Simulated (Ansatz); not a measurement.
YSi: reading a single point

```
Y Si
1.0
     4.20082    0.00000    0.00000
     2.10041   -5.30230    0.00000
     0.00000    0.00000   -3.97721
Y Si
2 2
Direct
  0.13800 0.72400 0.75000
  0.86200 0.27600 0.25000
  0.41700 0.16600 0.75000
  0.58300 0.83400 0.25000
```

Level: r2SCAN, no spin polarisation; 500 eV; 9×9×9 Γ-centred mesh; fermi-dirac occupations (width 0.1 eV); Ansatz 0.2.0, fixed geometry.

(1) How is the charge shared?

(2) Where is the largest force?

(3) Is the cell too large or too small?

(4) Metal or insulator?

Origin: a known structure type with other elements, at an estimated volume, so it need not be a known compound.

## Answers

(1) Bader charges in e: Y +1.55, Si -1.55. In the mean Y gives up most and Si takes most.

(2) The largest is on Si3 (and as large on other atoms): 0.62 eV/Å, components (0.00, 0.62, 0.00). It makes 48° with the line to a nearest neighbour, Si4 at 2.66 Å.

(3) The pressure is -1.2 GPa (compression positive), so with the atoms held at these fractions the cell would first shrink. The principal stresses -3.6, -1.0, 1.1 GPa differ, so its shape would change too.

(4) It is a metal, with about 2.1 states/eV a cell as the mean within 0.25 eV of the Fermi level, mostly Y d (72 %) and Si p (22 %).
